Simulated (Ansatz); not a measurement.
An Ansatz (an electronic-structure program) run. Input:

Ansatz 0.2 input:
```yaml
crystal:
  lattice:
    - [3.3521991646, 0.0, 0.0]
    - [0.0, 3.3521991646, 0.0]
    - [0.0, 0.0, 3.3521991646]
  atoms:
    - { symbol: Au, position: [0.0, 0.0, 0.0] }
    - { symbol: Cd, position: [0.5, 0.5, 0.5] }
kpoints:
  mp_grid: { grid: [9, 9, 9] }
  band_path:
    path:
      - [[0.0, 0.0, 0.0], [0.0, 0.5, 0.0], [0.5, 0.5, 0.0], [0.0, 0.0, 0.0], [0.5, 0.5, 0.5], [0.0, 0.5, 0.0]]  # Γ-X-M-Γ-R-X
      - [[0.5, 0.5, 0.5], [0.5, 0.5, 0.0]]  # R-M
    npoints: 12
hamiltonian:
  xc: r2scan
  pseudopotentials: { kind: paw }
magnetization: { noncollinear: true, spin_orbit: true }
scf:
  n_extra_bands: 13
  convergence: { dr2_threshold: 0.0000000001 }
  occupations: { method: gaussian, width: 0.05 }
output: { eigenvalues: true }
```

Output (shortened):

```
Pseudopotential: Au, paw_fr, valence charge 19
Pseudopotential: Cd, paw_fr, valence charge 20
Functional definition: r2SCAN
non-collinear run that drives no moment, with spin-orbit …
Crystal: 2 atoms, lattice volume = 37.669 Å³
Basis set: ecut = 500 eV, 949 PW (Γ), exchange–correlation on 100×100×100 points (64 copies of the dense FFT grid, shifted against one another)
Bands: 52, of which v1, the nominal top of the filled ones, is band 39 counted from 1 (38 counted from 0)
Symmetry: 48 space group operations + 48 with time reversal
k-points: 35 of 729
Projection manifold: j_resolved (fully-relativistic pseudo-atomic orbitals)
SCF iter   1: F=—  HF=-21401.948403 eV  |F-HF|=—  |Δ(HF+E_count)|=         —  Δρ=1.45e-1  dr2=1.19e1  dr2_τ=9.83e-2  dr2_m=0.00e0 (ungated)  ethr=3.10e-3  |M|=0.00e0 ∫|m|=0.00e0 μB  |m|>n=0.0e0 m-floor=0.0e0 τ_xc=0.0e0  β_m=0.30  ⟨swp⟩=7.5  Hψ=4114  notcnv=0  defer=28
preconditioner: auto → Resta (q_TF=auto, 2.744 Å⁻¹)
spin=Noncollinear: Resta preconditioning applied to the charge; magnetization (m_x, m_y, m_z) channels mix plain (no charge-response kernel on spin).
SCF iter   2: F=—  HF=-21399.497956 eV  |F-HF|=—  |Δ(HF+E_count)|=    2.45e0  Δρ=6.14e-2  dr2=2.24e0  dr2_τ=3.37e-2  dr2_m=0.00e0 (ungated)  ethr=3.10e-3  |M|=0.00e0 ∫|m|=0.00e0 μB  |m|>n=0.0e0 m-floor=0.0e0 τ_xc=0.0e0  β_m=0.40  ⟨swp⟩=3.0  Hψ=1724  notcnv=0  defer=258
SCF iter   3: F=—  HF=-21399.023266 eV  |F-HF|=—  |Δ(HF+E_count)|=   4.75e-1  Δρ=1.58e-2  dr2=8.38e-2  dr2_τ=8.11e-4  dr2_m=0.00e0 (ungated)  ethr=3.10e-3  |M|=0.00e0 ∫|m|=0.00e0 μB  |m|>n=0.0e0 m-floor=0.0e0 τ_xc=0.0e0  β_m=0.67  ⟨swp⟩=2.9  Hψ=1352  notcnv=0  defer=258
SCF iter   4: F=—  HF=-21399.043095 eV  |F-HF|=—  |Δ(HF+E_count)|=   1.98e-2  Δρ=7.47e-3  dr2=2.33e-2  dr2_τ=9.41e-4  dr2_m=0.00e0 (ungated)  ethr=2.15e-4  |M|=0.00e0 ∫|m|=0.00e0 μB  |m|>n=0.0e0 m-floor=0.0e0 τ_xc=0.0e0  β_m=0.64  ⟨swp⟩=3.0  Hψ=1848  notcnv=0  defer=260
SCF iter   5: F=—  HF=-21399.039452 eV  |F-HF|=—  |Δ(HF+E_count)|=   3.64e-3  Δρ=2.73e-3  dr2=3.55e-3  dr2_τ=5.31e-5  dr2_m=0.00e0 (ungated)  ethr=5.98e-5  |M|=0.00e0 ∫|m|=0.00e0 μB  |m|>n=0.0e0 m-floor=0.0e0 τ_xc=0.0e0  β_m=0.82  ⟨swp⟩=2.0  Hψ=1081  notcnv=0  defer=260
SCF iter   6: F=—  HF=-21399.038717 eV  |F-HF|=—  |Δ(HF+E_count)|=   7.35e-4  Δρ=2.60e-4  dr2=9.70e-6  dr2_τ=3.42e-7  dr2_m=0.00e0 (ungated)  ethr=9.11e-6  |M|=0.00e0 ∫|m|=0.00e0 μB  |m|>n=0.0e0 m-floor=0.0e0 τ_xc=0.0e0  β_m=0.91  ⟨swp⟩=2.0  Hψ=1016  notcnv=0  defer=260
SCF iter   7: F=—  HF=-21399.038763 eV  |F-HF|=—  |Δ(HF+E_count)|=   4.60e-5  Δρ=7.46e-5  dr2=2.33e-6  dr2_τ=4.97e-8  dr2_m=0.00e0 (ungated)  ethr=2.49e-8  |M|=0.00e0 ∫|m|=0.00e0 μB  |m|>n=0.0e0 m-floor=0.0e0 τ_xc=0.0e0  β_m=0.95  ⟨swp⟩=2.0  Hψ=1466  notcnv=0  defer=260
SCF iter   8: F=—  HF=-21399.038743 eV  |F-HF|=—  |Δ(HF+E_count)|=   1.97e-5  Δρ=1.59e-5  dr2=1.04e-7  dr2_τ=1.09e-9  dr2_m=0.00e0 (ungated)  ethr=5.97e-9  |M|=0.00e0 ∫|m|=0.00e0 μB  |m|>n=0.0e0 m-floor=0.0e0 τ_xc=0.0e0  β_m=0.98  ⟨swp⟩=2.0  Hψ=1184  notcnv=0  defer=260
SCF iter  10: F=-21399.038743 eV  HF=-21399.038743 eV  |F-HF|=6.18e-11  |Δ(HF+E_count)|=  2.91e-10  Δρ=3.94e-7  dr2=4.04e-11  dr2_τ=4.68e-13  dr2_m=0.00e0 (ungated)  ethr=1.00e-12  |M|=0.00e0 ∫|m|=0.00e0 μB  |m|>n=0.0e0 m-floor=0.0e0 τ_xc=0.0e0  ⟨swp⟩=9.0  Hψ=3976  notcnv=0
SCF 1 converged in 10 iterations: F = -21399.038743 eV  dr2 = 4.04e-11
NSCF: frozen V_eff on 74 k-points
SCF converged after 10 iterations
Magnetization: |M| = 0.0000 μB,  M = (+0.0000, +0.0000, +0.0000) μB
Absolute magnetization: 0.0000 μB (∫|m|)
  site 0: m = (+0.0000, +0.0000, +0.0000) μB, |m| = 0.0000 μB  (R = 1.20 Å)
  site 1: m = (+0.0000, +0.0000, +0.0000) μB, |m| = 0.0000 μB  (R = 1.20 Å)
Free energy (F): -21399.038743 eV
Harris-Foulkes:  -21399.038743 eV  (|F-HF|=6.18e-11)
Internal energy: -21399.037815 eV  (E = F + TS)
E sigma→0 (E₀):  -21399.038279 eV
Entropy (-TS):   -0.000928 eV (-0.464 meV/atom)
Fermi energy:    17.784679 eV
--- Per-component energies (eV) ---
  E_band       = -644.816658
  E_kinetic    = 1111.582507
  E_local      = -4546.916523  (includes V_loc(G=0)·N_el)
  E_nonlocal   = 92.994516
  E_hartree    = 2070.749396
  E_xc         = -387.967988
  E_vxc        = -555.185377  (∫ρ·V_xc dr)
  E_paw        = -13792.229890  (= ΣΔE_a)
  E_vpaw       = -927.410573  (= ΣTr[D̂ρ^β])
  E_aug_tail   = 0.000693  (compensation charges beyond the density's cutoff)
  E_vtau       = 38.619195  (kinetic-family band-sum trace: ∫τ·v_τ [+ j·A + Jᵃ·Aᵃ] dr)
  E_ewald      = -5946.491311
  E_core_change = -0.759215  (= ΣΔE_core)
  E_smearing   = -0.000928  (= −TS)
  E_closure    = 0.000000  (closes the sum)
  Σ components = -21399.038743   (vs F -21399.038743, Δ=0.00e0)
  [band-id]    e_kinetic+e_local+e_nonlocal+2·e_hartree+e_vxc+e_vpaw+e_augmentation_tail+e_vtau = -644.816769   (vs E_band -644.816658, Δ=-1.11e-4)
--- Band table (eV; the first three rows and the last of 35) ---
  k-point 0: bands = ["-90.1114", "-90.1114", "-88.0350", "-88.0350", "-53.1172", "-53.1172", "-52.1688", "-52.1688", "-46.4397", "-46.4397", "-46.4397", "-46.4397", "-36.7872", "-36.7872", "-36.7872", "-36.7872", "7.7525", "7.7525", "7.7525", "7.7525", …
  k-point 1: bands = ["-90.1114", "-90.1114", "-88.0350", "-88.0350", "-53.1173", "-53.1173", "-52.1690", "-52.1690", "-46.4404", "-46.4404", "-46.4396", "-46.4396", "-36.7893", "-36.7893", "-36.7870", "-36.7870", "7.7748", "7.7748", "7.8024", "7.8024", …
  k-point 2: bands = ["-90.1113", "-90.1113", "-88.0349", "-88.0349", "-53.1178", "-53.1178", "-52.1697", "-52.1697", "-46.4420", "-46.4420", "-46.4394", "-46.4394", "-36.7948", "-36.7948", "-36.7865", "-36.7865", "7.8312", "7.8312", "7.9133", "7.9133", …
  k-point 34: bands = ["-90.1103", "-90.1103", "-88.0342", "-88.0342", "-53.1227", "-53.1227", "-52.1740", "-52.1740", "-46.4467", "-46.4467", "-46.4467", "-46.4467", "-36.8101", "-36.8101", "-36.8101", "-36.8101", "7.9033", "7.9033", "7.9274", "7.9274", …
```

Cost: about 50 core-seconds (a rough figure) on shared cores.

Space group Pm-3m (CsCl type). The workflow started from an entry of the Crystallography Open Database (COD), which files this formula under 4 space groups. Whether it is the stable phase at ambient conditions was not checked. The r²SCAN relaxation kept the symmetry of its start; whether a distortion lowers the energy is not shown.

Potentials: the later of the program's two PAW sets.

Ansatz is a plane-wave DFT program.
